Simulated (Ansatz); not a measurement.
Data:

BePd:
```yaml
crystal:
  lattice:
    - [2.81220, 0.00000, 0.00000]
    - [0.00000, 2.81220, 0.00000]
    - [0.00000, 0.00000, 2.81220]
  atoms:
    - { symbol: Be, position: [0.00000, 0.00000, 0.00000] }
    - { symbol: Pd, position: [0.50000, 0.50000, 0.50000] }
```

This is the r²SCAN-relaxed structure.

**Question.** All from DFT-r²SCAN in the program Ansatz with PAW potentials, unless another level is named. Estimate the formation energy from the elements (no fitted shifts).

**Answer.** -0.58 eV/atom.

**Question.** Give the density of states at the Fermi level.

**Answer.** 0.50 states/eV per atom (mean over ±0.08 eV).

Space group Pm-3m (CsCl type). The workflow started from a Materials Project entry (that database holds measured and hypothetical structures alike); the Crystallography Open Database files this formula in space group No. 221, but the cells were not matched. Its standing as an ambient phase is unchecked. The cell was relaxed with r²SCAN under the symmetry of its start; its stability against distortions is not shown here. The run is not spin-polarised. The references are the lowest solids computed at this level, not always the standard phases. Spin–orbit coupling is left out wherever it is not named.

Potentials: the later of the program's two PAW sets.
